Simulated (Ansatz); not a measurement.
SiO2 in space group I4/mmm (No. 139; Si on 8h, O on 8f, O on 8i), plane-wave PAW LDA (Ansatz code). The conduction-band minimum lies at Γ, with 1 equivalent valley. Second derivatives d²E/dk² of the lowest band at one valley (eV·Å²), along Cartesian directions:

```json
[
 {"direction": "[100]", "d²E/dk²": "12.26"},
 {"direction": "[010]", "d²E/dk²": "12.26"},
 {"direction": "[001]", "d²E/dk²": "12.52"},
 {"direction": "[110]", "d²E/dk²": "12.26"},
 {"direction": "[101]", "d²E/dk²": "12.39"},
 {"direction": "[011]", "d²E/dk²": "12.39"}
]
```

**Question.** Find the principal effective masses, the density-of-states mass and the conductivity mass.

**Answer.** Off-diagonal terms follow from H_xy = H[110] − (H_xx + H_yy)/2, and m*/mₑ = 7.620 eV·Å² over each eigenvalue: 0.61, 0.62, 0.62. One valley's DOS mass (m₁m₂m₃)^(1/3) = 0.62, conductivity mass 3/(Σ 1/mᵢ) = 0.62 mₑ.

**Question.** What effective density of states Nc follows at 300 K for parabolic valleys?

**Answer.** Nc = 2.509e19 × 1 × (0.62)^(3/2) ≈ 1.2e19 cm⁻³.

The first step of the workflow began from a Materials Project structure, measured or hypothetical; the Crystallography Open Database copy checked does not list it. It is not the phase usual at ambient conditions (space group No. 92, 152, 154). The cell was relaxed with LDA under the symmetry of its start. At this level the phase is dynamically unstable (imaginary phonons).

Potentials: the later of the program's two PAW sets.

Edges and masses are those of Kohn–Sham bands, whose gap is no quasiparticle gap.
